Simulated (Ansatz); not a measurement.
Total density of states per atom from plane-wave PAW LDA (Ansatz code), in 0.25 eV bins, energy from the Fermi level:

(E (eV), states/eV/atom): (-7.85, 0.10); (-7.60, 0.11); (-7.35, 0.12); (-7.10, 0.13); (-6.85, 0.14); (-6.60, 0.16); (-6.35, 0.18); (-6.10, 0.20); (-5.85, 0.24); (-5.60, 0.30); (-5.35, 0.43); (-5.10, 0.69); (-4.85, 0.89); (-4.60, 1.11); (-4.35, 1.31); (-4.10, 1.46); (-3.85, 1.52); (-3.60, 1.55); (-3.35, 1.56); (-3.10, 1.77); (-2.85, 1.89); (-2.60, 2.34); (-2.35, 2.50); (-2.10, 2.16); (-1.85, 2.18); (-1.60, 2.30); (-1.35, 2.05); (-1.10, 2.06); (-0.85, 2.41); (-0.60, 3.00); (-0.35, 1.52); (-0.10, 1.40); (0.15, 1.90); (0.40, 0.64); (0.65, 0.33); (0.90, 0.32); (1.15, 0.30); (1.40, 0.29); (1.65, 0.28); (1.90, 0.27); (2.15, 0.27); (2.40, 0.27); (2.65, 0.26); (2.90, 0.25); (3.15, 0.24); (3.40, 0.23); (3.65, 0.22); (3.90, 0.21); (4.15, 0.20); (4.40, 0.19); (4.65, 0.18)

**Question.** Pick the material that matches.
A. Sr, fcc (Cu type)
B. Au, fcc (Cu type)
C. Ni, fcc (Cu type)
D. Rb2NiP2, Cmcm (Rb on 4c, Rb on 4c, Ni on 4a, P on 8g)

**Answer.** C, Ni, fcc (Cu type). Within 0.5 eV of the Fermi level: Ni 3d 95 %. Projections are on Löwdin-orthogonalised atomic valence shells; empty p or d shells of many metals are not among them.

Space group Fm-3m (fcc (Cu type)). The cell was relaxed with LDA under the symmetry of its start. The final state is ferromagnetic, chosen from 3 collinear starts compared on coarse meshes (ties went to the first, and starts can fall back to one state), not a proven ground state. Textbook magnetic order: ferromagnetic.

Potentials: the later of the program's two PAW sets.
